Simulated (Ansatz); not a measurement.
Input and command of a plane-wave DFT calculation in Ansatz:

```yaml
crystal:
  lattice:
    - [4.01245, 0.0, 0.0]
    - [0.0, 4.01245, 0.0]
    - [0.0, 0.0, 3.8118275]
  atoms:
    - { symbol: Sc, position: [0.0, 0.0, 0.0] }
    - { symbol: F, position: [0.5, 0.0, 0.0] }
    - { symbol: F, position: [0.0, 0.5, 0.0] }
    - { symbol: F, position: [0.0, 0.0, 0.5] }
basis:
  ecutwfc: 420
kpoints:
  mp_grid: { grid: [6, 6, 6] }
hamiltonian:
  xc: lda
scf:
  occupations: { method: gaussian, width: 0.05 }
output:
  forces: true
  stress: true
  eigenvalues: true
```

```bash
ansatz run input.yaml --threads 1 --pin off --max-ram 2560MiB --backend cpu --events-out ev --progress --plain --runs-dir out
```

Processor: Arm Neoverse V2, 1 thread, on a host shared with other jobs.

Estimate time, memory and problem size.

About 2.5 s on 1 thread of Arm Neoverse V2, with other jobs on the host, peak memory 0.31 GiB. It solves 20 bands at 40 k points (the mesh reduced by symmetry) with about 1221 plane waves, in 7 SCF iterations.
